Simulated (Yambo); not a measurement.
Optical response of RbCl at -2 % biaxial strain

```xyz
2
Lattice="3.8084 0.0000 0.0000 0.0000 3.8084 0.0000 0.0000 0.0000 3.9176" Properties=species:S:1:pos:R:3 pbc="T T T"
Cl     1.9042     1.9042     1.9588
Rb     0.0000     0.0000     0.0000
```

Yambo, RPA with local fields on PBEsol bands; 10×10×10 mesh, 43 bands, 4 Ry local-field block, 0.2 eV broadening; field along z.

| E (eV) | Im ε | Re ε | Im ε, independent particles |
|---|---|---|---|
| 0.0 | 0.00 | 2.63 | 0.00 |
| 0.5 | 0.00 | 2.64 | 0.00 |
| 1.0 | 0.01 | 2.65 | 0.01 |
| 1.5 | 0.01 | 2.67 | 0.01 |
| 2.0 | 0.02 | 2.71 | 0.02 |
| 2.5 | 0.02 | 2.75 | 0.03 |
| 3.0 | 0.03 | 2.81 | 0.04 |
| 3.5 | 0.04 | 2.89 | 0.05 |
| 4.0 | 0.05 | 3.00 | 0.07 |
| 4.5 | 0.08 | 3.15 | 0.10 |
| 5.0 | 0.14 | 3.39 | 0.18 |
| 5.5 | 0.40 | 3.68 | 0.49 |
| 6.0 | 0.68 | 3.80 | 0.85 |
| 6.5 | 1.10 | 4.01 | 1.51 |
| 7.0 | 1.66 | 4.37 | 2.54 |
| 7.5 | 3.09 | 3.75 | 4.53 |
| 8.0 | 2.97 | 2.57 | 3.86 |
| 8.5 | 2.98 | 1.78 | 3.57 |
| 9.0 | 2.23 | 1.57 | 2.96 |
| 9.5 | 1.93 | 1.78 | 3.26 |
| 10.0 | 2.37 | 2.09 | 4.24 |
| 10.5 | 2.69 | 1.18 | 3.14 |
| 11.0 | 2.34 | 0.39 | 1.94 |
| 11.5 | 1.67 | 0.33 | 1.39 |
| 12.0 | 1.08 | 0.28 | 0.98 |
| 12.5 | 0.68 | 0.77 | 0.85 |
| 13.0 | 0.63 | 1.18 | 0.98 |
| 13.5 | 0.75 | 1.48 | 1.31 |
| 14.0 | 0.90 | 1.70 | 1.68 |
| 14.5 | 1.34 | 1.89 | 2.42 |
| 15.0 | 1.72 | 1.62 | 2.71 |
| 15.5 | 1.86 | 1.12 | 2.83 |
| 16.0 | 1.66 | 0.84 | 2.38 |
| 16.5 | 1.34 | 0.77 | 2.26 |
| 17.0 | 1.22 | 0.81 | 2.16 |
| 17.5 | 1.22 | 0.98 | 2.44 |
| 18.0 | 1.42 | 0.97 | 2.37 |
| 18.5 | 1.44 | 0.70 | 2.37 |
| 19.0 | 1.39 | 0.70 | 1.86 |
| 19.5 | 1.39 | 0.51 | 1.20 |
| 20.0 | 1.34 | 0.36 | 0.95 |

Peak heights and small wiggles depend on the k mesh. Convergence of the RPA response with its 10×10×10 mesh was not tested. No excitonic effects at this level.

Geometry strained from the cell relaxed with PBEsol, atoms relaxed again.

This is not the ordinary phase of the substance.
